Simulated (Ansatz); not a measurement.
Te (trigonal Se type, space group No. 152) at seven volumes, PBE+D3(BJ) (plane waves, PAW; program Ansatz), shape and atoms relaxed at each. One row is withheld.

```tsv
V (Å³/atom)	P (GPa)
29.206	4.26
30.169	2.52
31.132	?
32.095	-0.01
33.058	-0.87
34.021	-1.55
34.984	-2.05
```

Fit the shown pressures and predict the withheld one.

P = (3/2)B₀(x^(7/2) − x^(5/2))[1 + (3/4)(B′ − 4)(x − 1)] with x = (V₀/V)^(2/3). Least squares on the six rows gives V₀ = 32.092 Å³/atom, B₀ = 32.6 GPa, B′ = 7.11. At V = 31.132, x = 1.0205 and P = 1.10 GPa. The run itself gave 1.11 GPa.

Space group P3_121 (trigonal Se type). The cell was relaxed with PBE+D3(BJ) under the symmetry of its start. Scalar-relativistic: spin–orbit coupling is off unless named, which matters more the heavier the elements.

Potentials: the later of the program's two PAW sets.
